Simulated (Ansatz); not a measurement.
ZnAg under pressure

Computed with DFT PBEsol, scalar-relativistic, plane waves, PAW in Ansatz. Plane waves to 420 eV; Γ-centred k mesh 14×14×14; Fermi-Dirac smearing of 0.15 eV. No spin polarisation. Phonons by linear response, acoustic sum rule imposed.

Equilibrium structure at this level:
```xyz
2
Lattice="3.1176 0.0000 0.0000 0.0000 3.1176 0.0000 0.0000 0.0000 3.1176" Properties=species:S:1:pos:R:3 pbc="T T T"
Zn    1.5588    1.5588    1.5588
Ag    0.0000    0.0000    0.0000
```

In a metal, frequencies and elastic constants depend on the k mesh and the smearing, soft modes and shear constants most.

**Question.** The cell is relaxed again at 2 and 6 GPa. How do volume, gap and optical modes at Γ (cm⁻¹, counted from the lowest optical one; a degenerate one stands once) change?

**Answer.**
|  | 0 GPa | 2 GPa | 6 GPa |
| --- | --- | --- | --- |
| V/V0 | 1.000 | 0.984 | 0.955 |
| gap (eV) | 0.00 | 0.00 | 0.00 |
| mode 1 | 162 | 169 | 182 |